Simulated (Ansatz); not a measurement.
Input file for Ansatz (an electronic-structure program):

Ansatz 0.2 input:
```yaml
crystal:
  lattice:
    - [3.8405927736, 0.0, 0.0]
    - [-1.9202963868, 3.3260509076, 0.0]
    - [0.0, 0.0, 6.0082719801]
  atoms:
    - { symbol: Sn, position: [0.0, 0.0, 0.0] }
    - { symbol: Se, position: [0.3333333333, 0.6666666667, 0.2651242714] }
    - { symbol: Se, position: [0.6666666667, 0.3333333333, 0.7348757286] }
kpoints:
  mp_grid: { grid: [6, 6, 4] }
hamiltonian:
  xc: hse06
  pseudopotentials: { kind: paw }
scf:
  n_extra_bands: 6
  occupations: { method: fixed }
output:
  eigenvalues: true
  eigenstates:
    e_range: [-9.0, 8.5]
    kpoints:
      - [-0.072917, 0.145833, 0.0]  # VBM
      - [0.0, 0.434896, 0.338542]  # CBM
      - [0.0, 0.0, 0.0]  # GAMMA
      - [0.0, 0.0, 0.5]  # A
      - [0.3333333333, 0.3333333333, 0.0]  # K
      - [0.3333333333, 0.3333333333, 0.5]  # H
      - [0.5, 0.0, 0.0]  # M
      - [0.5, 0.0, 0.5]  # L
```

Output (shortened):

```
Pseudopotential: Sn, paw, valence charge 14
Pseudopotential: Se, paw, valence charge 16
Functional definition: HSE06
davidson cushion auto → on  (no smearing: the cushion is to keep the highest requested band from converging to the state above it …
Crystal: 3 atoms, lattice volume = 76.750 Å³
Basis set: ecut = 420 eV, 1485 PW (Γ)
Bands: 29, of which v1, the nominal top of the filled ones, is band 23 counted from 1 (22 counted from 0)
Symmetry: 12 space group operations
Space group: P-3m1 (ITA 164), of the structure as read, at distance tolerance 4.2e-5 Å
k-points: 24 of 144
SCF iter   1: F=—  HF=-16963.319928 eV  |F-HF|=—  |Δ(HF+E_count)|=         —  Δρ=1.72e-3  dr2=2.47e-3  ethr=1.77e-3  ⟨swp⟩=8.9  Hψ=2909  notcnv=0
preconditioner: auto → none
SCF iter   2: F=—  HF=-16963.320584 eV  |F-HF|=—  |Δ(HF+E_count)|=   6.57e-4  Δρ=8.41e-4  dr2=9.30e-4  ethr=5.36e-6  ⟨swp⟩=5.1  Hψ=2416  notcnv=0  defer=2
SCF iter   3: F=—  HF=-16963.320535 eV  |F-HF|=—  |Δ(HF+E_count)|=   4.97e-5  Δρ=4.93e-4  dr2=2.00e-4  ethr=2.02e-6  ⟨swp⟩=4.0  Hψ=1846  notcnv=0
SCF iter   4: F=-16963.320565 eV  HF=-16963.320566 eV  |F-HF|=1.57e-6  |Δ(HF+E_count)|=   3.18e-5  Δρ=2.23e-4  dr2=3.41e-5  ethr=4.36e-7  ⟨swp⟩=3.0  Hψ=1632  notcnv=0
SCF 1 stopped early in 4 iterations: F = -16963.320565 eV  dr2 = 3.41e-5
Crystal: 3 atoms, lattice volume = 76.750 Å³
Exchange kernel: α = 0.2500, screened, ω = 0.2079 Å⁻¹, Wigner–Seitz truncation, v(0) = 1046.6092 eV·Å³, q-mesh 6×6×4, nearest image of the exchange supercell L …
Frozen-core exchange: fock
SCF iter   1: F=—  HF=-16970.435777 eV  |F-HF|=—  |Δ(HF+E_count)|=         —  Δρ=6.05e-3  dr2=2.71e-2  ethr=7.42e-7  ⟨swp⟩=7.9  Hψ=3476  notcnv=0
preconditioner: auto → none
SCF iter   2: F=—  HF=-16970.423630 eV  |F-HF|=—  |Δ(HF+E_count)|=   1.21e-2  Δρ=3.20e-3  dr2=1.13e-2  ethr=7.42e-7  ⟨swp⟩=5.0  Hψ=2915  notcnv=0
SCF iter   3: F=—  HF=-16970.421773 eV  |F-HF|=—  |Δ(HF+E_count)|=   1.86e-3  Δρ=1.45e-3  dr2=3.36e-3  ethr=7.42e-7  ⟨swp⟩=5.0  Hψ=2613  notcnv=0
SCF iter   4: F=—  HF=-16970.433407 eV  |F-HF|=—  |Δ(HF+E_count)|=   1.16e-2  Δρ=1.33e-3  dr2=9.46e-4  ethr=7.42e-7  ⟨swp⟩=4.0  Hψ=2913  notcnv=0
SCF iter   5: F=—  HF=-16970.433148 eV  |F-HF|=—  |Δ(HF+E_count)|=   2.60e-4  Δρ=4.59e-4  dr2=1.08e-4  ethr=7.42e-7  ⟨swp⟩=4.0  Hψ=1744  notcnv=0
SCF iter   6: F=—  HF=-16970.433344 eV  |F-HF|=—  |Δ(HF+E_count)|=   1.96e-4  Δρ=1.78e-4  dr2=2.79e-5  ethr=1.82e-7  ⟨swp⟩=3.4  Hψ=1882  notcnv=0
iter 7 solved again at ethr=9.06e-10 eV; its pass at ethr=5.53e-8 eV (dr2=4.17e-7 eV) is discarded
SCF iter   7: F=-16970.433337 eV  HF=-16970.433337 eV  |F-HF|=1.44e-7  |Δ(HF+E_count)|=   6.60e-6  Δρ=2.78e-5  dr2=2.86e-6  ethr=9.06e-10  ⟨swp⟩=4.0  Hψ=3850  notcnv=0
SCF 2 stopped early in 7 iterations: F = -16970.433337 eV  dr2 = 2.86e-6
hybrid outer 1: dexx = +1.392e-2 eV, tail = 1.69e-4 eV
Crystal: 3 atoms, lattice volume = 76.750 Å³
Exchange kernel: α = 0.2500, screened, ω = 0.2079 Å⁻¹, Wigner–Seitz truncation, v(0) = 1046.6092 eV·Å³, q-mesh 6×6×4, nearest image of the exchange supercell L …
Frozen-core exchange: fock
SCF iter   1: F=—  HF=-16970.433530 eV  |F-HF|=—  |Δ(HF+E_count)|=         —  Δρ=5.39e-5  dr2=2.05e-6  ethr=1.84e-6  ⟨swp⟩=2.0  Hψ=1537  notcnv=0
preconditioner: auto → none
SCF iter   2: F=—  HF=-16970.433532 eV  |F-HF|=—  |Δ(HF+E_count)|=   1.65e-6  Δρ=2.62e-5  dr2=3.69e-7  ethr=4.20e-9  ⟨swp⟩=4.9  Hψ=2834  notcnv=0
iter 3 solved again at ethr=1.29e-11 eV; its pass at ethr=5.54e-10 eV (dr2=5.93e-9 eV) is discarded
SCF iter   3: F=-16970.433532 eV  HF=-16970.433532 eV  |F-HF|=1.26e-8  |Δ(HF+E_count)|=   8.63e-8  Δρ=4.30e-6  dr2=9.63e-8  ethr=1.29e-11  ⟨swp⟩=2.5  Hψ=3781  notcnv=0
SCF 3 converged in 3 iterations: F = -16970.433532 eV  dr2 = 9.63e-8
hybrid outer 2: dexx = +7.455e-7 eV, tail = 2.52e-7 eV, Δε = 2.98e-3 eV (about 2.86e-4 eV left of the loop's levels)
NSCF: frozen V_eff on 8 k-points
hybrid SCF converged: 2 outer / 10 inner (+4 warm-up), last move |dexx| = 7.45e-7 eV, tail = 2.52e-7 eV
Stability not checked (fock_operator)
Free energy (F): -16970.433533 eV
Frozen-core exchange: fock
Harris-Foulkes:  -16970.433533 eV  (|F-HF|=1.26e-8)
Internal energy: -16970.433533 eV  (E = F + TS)
E sigma→0 (E₀):  -16970.433533 eV
Fermi energy:    7.803774 eV
--- Per-component energies (eV) ---
  E_band       = -978.274909
  E_kinetic    = 421.658501
  E_local      = -5858.363732  (includes V_loc(G=0)·N_el)
  E_nonlocal   = -1224.212308
  E_hartree    = 3011.964286
  E_xc         = -466.409632
  E_vxc        = -232.616730  (∫ρ·V_xc dr)
  E_exx        = -172.893819  (= α·E_x^exact, valence–valence)
  E_paw        = -7918.396494  (= ΣΔE_a)
  E_vpaw       = 237.120257  (= ΣTr[D̂ρ^β])
  E_aug_tail   = -0.001201  (compensation charges beyond the density's cutoff)
  E_ewald      = -4761.896047
  E_core_change = -1.883087  (= ΣΔE_core)
  E_smearing   =  0.000000  (= −TS)
  E_closure    =  0.000000  (closes the sum)
  Σ components = -16970.433533   (vs F -16970.433533, Δ=0.00e0)
  [band-id]    e_kinetic+e_local+e_nonlocal+2·e_hartree+e_vxc+2·e_exx+e_vpaw+e_augmentation_tail = -978.274279   (vs E_band -978.274909, Δ=6.29e-4)
--- Band table (eV; the first three rows and the last of 24) ---
  k-point 0: bands = ["-42.8528", "-42.8528", "-42.8528", "-42.8528", "-42.8306", "-42.8306", "-42.8300", "-42.8300", "-42.8201", "-42.8199", "-15.6094", "-15.6094", "-15.5547", "-15.5464", "-15.5464", "-7.3684", "-5.4703", "0.8833", "7.1048", "7.1048", …
  k-point 1: bands = ["-42.8528", "-42.8528", "-42.8528", "-42.8528", "-42.8305", "-42.8305", "-42.8301", "-42.8301", "-42.8201", "-42.8199", "-15.6094", "-15.6094", "-15.5546", "-15.5464", "-15.5464", "-7.2325", "-5.7442", "1.4558", "6.3772", "6.9857", …
  k-point 2: bands = ["-42.8528", "-42.8528", "-42.8528", "-42.8528", "-42.8305", "-42.8305", "-42.8301", "-42.8301", "-42.8201", "-42.8199", "-15.6094", "-15.6094", "-15.5545", "-15.5464", "-15.5464", "-7.0383", "-6.0644", "2.2263", "5.2047", "6.9198", …
  k-point 23: bands = ["-42.8526", "-42.8525", "-42.8525", "-42.8524", "-42.8307", "-42.8304", "-42.8304", "-42.8300", "-42.8198", "-42.8198", "-15.6294", "-15.6294", "-15.5426", "-15.5426", "-15.5254", "-5.1489", "-5.1489", "0.0208", "3.1623", "3.1623", …
```

Cost: very roughly 3 core-minutes on shared cores.

The points marked VBM and CBM come from a semilocal run.

The PBE+D3(BJ) relaxation kept the symmetry of its start; of distortions, only those at the zone centre were tested. Spin–orbit coupling is left out wherever it is not named.

Potentials: the later of the program's two PAW sets.

Ansatz is a plane-wave DFT program.
